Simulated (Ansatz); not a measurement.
Data:

Relaxed ZnSe (zinc blende):

```
CELL_PARAMETERS angstrom
      0.00000     5.66546     5.66546
      2.83273     0.00000     2.83273
      2.83273     2.83273     0.00000
ATOMIC_POSITIONS crystal
  Se 0.37500 0.75000 0.75000
  Se 0.87500 0.75000 0.75000
  Zn 0.00000 0.00000 0.00000
  Zn 0.50000 0.00000 0.00000
```

In this cell atom 2 (Se, nearest neighbour Zn at 2.453 Å; its periodic images, 4.0 Å or more away, move with it) is moved by s along Cartesian [110], unit vector (0.707, 0.707, 0.000); all other atoms and the cell stay fixed.

All values below come from r2SCAN (plane waves to 500 eV, PAW, scalar-relativistic; Ansatz, a first-principles code). k mesh 4×8×8 (Γ-centred), Fermi-Dirac smearing 0.05 eV. Energies are smeared free energies. ZnSe was relaxed with its symmetry unable to fall. The zero of ΔE is the undisplaced structure.

The scan covers s from -0.490 to 0.490 Å in 11 points.

Task: Is this a single well or a double well?

Result: A single well with its minimum at or next to zero displacement.

Task: Is the energy the same for equal positive and negative displacements?

Result: Even: the same for both signs. With its periodic images moving along, the atom's site symmetry in this cell is 3m.

Task: What force acts on the atom along the line at s = -0.490 Å?

Result: 3.89 eV/Å.

Task: What is the force constant k = d²E/ds² of this move at s = 0?

Result: 6.19 eV/Å².

(A displaced cell: forces are minus the slopes of the energy, force constants its curvatures, and phonons follow from these.)
